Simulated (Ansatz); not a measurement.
Cs2Pd3Se4:
```xyz
9
Lattice="0.0000 5.5797 7.2812 3.2767 0.0000 7.2812 3.2767 5.5797 0.0000" Properties=species:S:1:pos:R:3 pbc="T T T"
Cs     3.2767     5.5797     9.5310
Cs     3.2767     5.5797     5.0314
Pd     0.0000     0.0000     0.0000
Pd     1.6384     2.7899     7.2812
Pd     1.6384     2.7899     0.0000
Se     3.2767     9.2873     5.6664
Se     3.2767     1.8722     8.8959
Se     3.2767     1.8722     5.6664
Se     3.2767     9.2873     8.8959
```

DFT-r²SCAN in the program Ansatz with PAW potentials gives a gap of 1.23 eV without spin–orbit coupling, maximum on the Γ–Σ0 line, 92 % of the way from Γ, minimum on the A0–Z line, 27 % of the way from A0.

Question: What happens when spin–orbit coupling is switched on?

Answer: The gap stays essentially unchanged, to 1.23 eV; maximum on the Γ–Σ0 line, 90 % of the way from Γ, minimum on the A0–Z line, 27 % of the way from A0.

Space group Fmmm. The first step of the workflow began from a Materials Project structure, measured or hypothetical; the Crystallography Open Database copy checked does not list it. Its standing as an ambient phase is unchecked. Symmetry was held in the r²SCAN relaxation; whether a distortion lowers the energy is not shown. The run is not spin-polarised.

Potentials: the later of the program's two PAW sets.
